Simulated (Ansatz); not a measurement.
BeF₂ in space group P3_121 (No. 152; Be on 3a, F on 6c), r²SCAN in the plane-wave PAW code Ansatz. The conduction-band minimum lies at Γ, with 1 equivalent valley. Second derivatives d²E/dk² of the lowest band at one valley (eV·Å²), along Cartesian directions:…

| direction | d²E/dk² |
|---|---|
| [100] | 11.76 |
| [010] | 11.76 |
| [001] | 11.95 |
| [110] | 11.76 |
| [101] | 11.86 |
| [011] | 11.86 |

### Question
Find the principal effective masses, the density-of-states mass and the conductivity mass.

### Answer
Off-diagonal terms follow from H_xy = H[110] − (H_xx + H_yy)/2, and m*/mₑ = 7.620 eV·Å² over each eigenvalue: 0.64, 0.65, 0.65. One valley's DOS mass (m₁m₂m₃)^(1/3) = 0.64, conductivity mass 3/(Σ 1/mᵢ) = 0.64 mₑ.

### Question
What effective density of states Nc follows at 300 K for parabolic valleys?

### Answer
Nc = 2.509e19 × 1 × (0.64)^(3/2) ≈ 1.3e19 cm⁻³.

The workflow started from an entry of the Crystallography Open Database (COD), which files this formula under 4 space groups. Whether it is the stable phase at ambient conditions was not checked. The r²SCAN relaxation kept the symmetry of its start; whether a distortion lowers the energy is not shown.

Potentials: the later of the program's two PAW sets.

Edges and masses are those of Kohn–Sham bands, whose gap is no quasiparticle gap.
